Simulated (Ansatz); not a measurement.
Method: Ansatz, DFT PBE, scalar-relativistic, plane waves, PAW. Settings: cutoff 420 eV, Γ-centred meshes spaced at most about 0.3 Å⁻¹, and about 0.25 Å⁻¹ or finer for metals (2π included), Gaussian smearing. No spin polarisation in the final relaxations.

All energies are static (0 K, no zero-point motion).

Two relaxed structures of LiW:

A.

```
Li W
1.0
     1.45662   -2.17223    0.00000
     1.45662    2.17223    0.00000
     0.00000    0.00000    4.96020
Li W
1 1
Direct
  0.50000 0.50000 0.50000
  0.00000 0.00000 0.00000
```

B.

```
Li W
1.0
     2.69946    0.00000    0.00000
    -1.34973    2.33780    0.00000
     0.00000    0.00000    4.99237
Li W
1 1
Direct
  0.33333 0.66667 0.00000
  0.66667 0.33333 0.50000
```

**Question.** Which form is favoured at zero pressure, and by what margin per atom?

**Answer.** A is lower, by 26 meV/atom. A has space group Cmmm (No. 65), 15.7 Å³/atom and no gap on its mesh; B has space group P-6m2 (No. 187), 15.8 Å³/atom and no gap. Counting all near atoms (those within 1.25 times the shortest distance at each site), A has Li 10, W 10 and B has Li 12, W 12. Even the lower one lies +0.50 eV/atom against the reference forms of the elements (uncorrected), so neither is stable at this level. Both come from invented guesses.

These runs have no spin–orbit coupling, which can matter for W. Cells relaxed within their symmetry can be saddle points; a later kick test found a lower structure for LiW P-6m2.
